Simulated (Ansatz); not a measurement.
**Clamped-ion strain scan in Mg**

Theory: Ansatz, DFT LDA, scalar-relativistic, plane waves, PAW. Settings: plane waves to 420 eV, k-mesh 20×20×20 (Γ-centred), Gaussian smearing 0.15 eV. No spin polarisation. Energies are free energies at this smearing, counted from the undisturbed cell; pressure is positive in compression.

Reference structure (as given, not relaxed at this level; it stands at -1.6 GPa; this form isn't the usual structure):

```
Mg
1.0
    -1.83599    1.83599    1.67940
     1.83599   -1.83599    1.67940
     1.83599    1.83599   -1.67940
Mg
1
Direct
  0.00000 0.00000 0.00000
```

The cell is strained by ε times the Voigt pattern (0, 0, 0, 1, 0, 0) (xx, yy, zz, yz, xz, xy; engineering shear) with fractional coordinates fixed. The cell is metallic on the mesh throughout.

```csv
ε,ΔE (meV/atom),"stress summed along the pattern (GPa, tension positive)",pressure (GPa)
-0.0200,0.9,-0.67,-1.6
-0.0100,0.2,-0.34,-1.6
0.0000,0.0,0.00,-1.6
0.0050,?,?,-1.6
0.0150,0.5,0.51,-1.6
0.0175,0.7,0.59,-1.6
```

By symmetry 0.0200 repeats -0.0200, -0.0150 repeats 0.0150, 0.0100 repeats -0.0100, -0.0050 repeats 0.0050 in energy; the slope of the energy along the path changes sign there.

Problem. Give the withheld values.

Solution. ΔE (meV/atom) at ε = 0.0050: 0.1; stress summed along the pattern (GPa, tension positive) at ε = 0.0050: 0.17.